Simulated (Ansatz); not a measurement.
Rigid (001) slab of TiAl, space group P4/mmm (No. 123):

```xyz
4
Lattice="2.7952 0.0000 0.0000 0.0000 2.7952 0.0000 0.0000 0.0000 23.0581" Properties=species:S:1:pos:R:3 pbc="T T T"
Al    1.3976    1.3976    8.5000
Ti    0.0000    0.0000   10.5194
Al    1.3976    1.3976   12.5525
Ti    0.0000    0.0000   14.4730
```

Method: Ansatz 0.2.0, DFT PBEsol, scalar-relativistic, plane waves, PAW. Cutoff 420 eV; k points 10×10×1 on the computed 5-atom cell (Γ-centred); Gaussian smearing, width 0.10 eV; no spin polarisation. A dipole correction removes the field between periodic images along c.

An adatom of H is held over the places (i/3, j/3) of the 1×1 surface cell, counted from the highest atom (Ti), and only its height relaxes; one adatom per 7.8 Å². This grid misses the bridge places.

Task: What is the energy landscape, counted from the lowest point of this grid?

Result: Energies in eV:

```csv
i,j=0,j=1,j=2
0,0.93,0.36,0.36
1,0.36,0.00,0.00
2,0.36,0.00,0.00
```

Heights over the highest slab atom in Å:

| i | j=0 | j=1 | j=2 |
| --- | --- | --- | --- |
| 0 | 1.74 | 1.48 | 1.48 |
| 1 | 1.48 | 1.20 | 1.20 |
| 2 | 1.48 | 1.20 | 1.20 |